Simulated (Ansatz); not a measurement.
Relaxed-ion elastic tensor of SrCl2 (fluorite, Fm-3m) in GPa (Voigt order), plane-wave PAW LDA (Ansatz code); density 3.35 g/cm³, 26.21 Å³ per atom.

```
81.8  25.2  25.2   0.0   0.0   0.0
25.2  81.8  25.2   0.0   0.0   0.0
25.2  25.2  81.8   0.0   0.0   0.0
 0.0   0.0   0.0  11.6   0.0   0.0
 0.0   0.0   0.0   0.0  11.6   0.0
 0.0   0.0   0.0   0.0   0.0  11.6
```

### Question
Is the crystal mechanically stable?

### Answer
Yes: the smallest eigenvalue of C is 11.6 GPa.

### Question
Work out the Voigt, Reuss and Hill averages.

### Answer
K_V = 44.1, K_R = 44.1, K_H = 44.1; G_V = 18.3, G_R = 15.2, G_H = 16.8 GPa.

### Question
Give Young's modulus, Poisson's ratio, Pugh's ratio and the universal anisotropy index.

### Answer
E = 9KG/(3K + G) = 44.6 GPa; ν = 0.33; K/G = 2.63 (ductile by the Pugh limit of 1.75); A_U = 5G_V/G_R + K_V/K_R − 6 = 1.01.

### Question
Estimate the sound speeds and the Debye temperature.

### Answer
v_l = √((K + 4G/3)/ρ) = 4450 m/s, v_t = √(G/ρ) = 2240 m/s, mean 2510 m/s; Θ = (h/k)(3n/4πV)^(1/3) v_m = 251 K.

### Question
Give the Zener ratio and Young's modulus along [100], [110] and [111].

### Answer
A = 2C44/(C11 − C12) = 0.41; 1/E = S11 − 2(S11 − S12 − S44/2)Γ with Γ = 0, 1/4, 1/3 gives 69.9, 37.1, 32.1 GPa.

Symmetry was held in the LDA relaxation; phonons on a q-mesh show no instability.

Potentials: the later of the program's two PAW sets.
